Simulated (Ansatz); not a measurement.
Consider a crystal of In2S in space group P6mm (No. 183), with In on 2b; S on 1a.

Computed with Ansatz 0.2.0, DFT PBE, scalar-relativistic, plane waves, PAW. Cutoff 420 eV, Γ-centred mesh, Gaussian smearing, no spin polarisation.

Energies over the elements count from the elements' standard structures at the same level, with no fitted energy shifts.

**Question.** Which cell and coordinates does it relax to?

**Answer.**

Space group P6mm (No. 183). a = 5.008 Å, b = 5.008 Å, c = 3.809 Å, α = 90.00°, β = 90.00°, γ = 120.00°
```
atom  site  symmetry       x       y       z
  In    2b       3m.  0.3333  0.6667  0.4230
   S    1a       6mm  0.0000  0.0000  0.7760
```

Around In lie 3 In at 2.89 Å, 3 S at 3.19 Å, 3 S at 3.80 Å and 2 In at 3.81 Å; S is surrounded by 6 In at 3.19 Å, 6 In at 3.80 Å and 2 S at 3.81 Å. Another local minimum with the same sites may exist.

**Question.** And its energy and gap?

**Answer.** The formation energy is +0.11 eV/atom. The gap on the 12×12×12 mesh of the 3-atom cell is 0 eV (a metal). A positive value: parting into the elements would lower its energy.

The last run used Gaussian smearing of 0.10 eV. The reference form of S is held partly by dispersion forces, which this level lacks. A structure relaxed within its symmetry needn't be a true minimum. Another cell of In2S relaxed alike, in P-3m1, lies 0.41 eV/atom lower, so this cell isn't the stable form at this level.
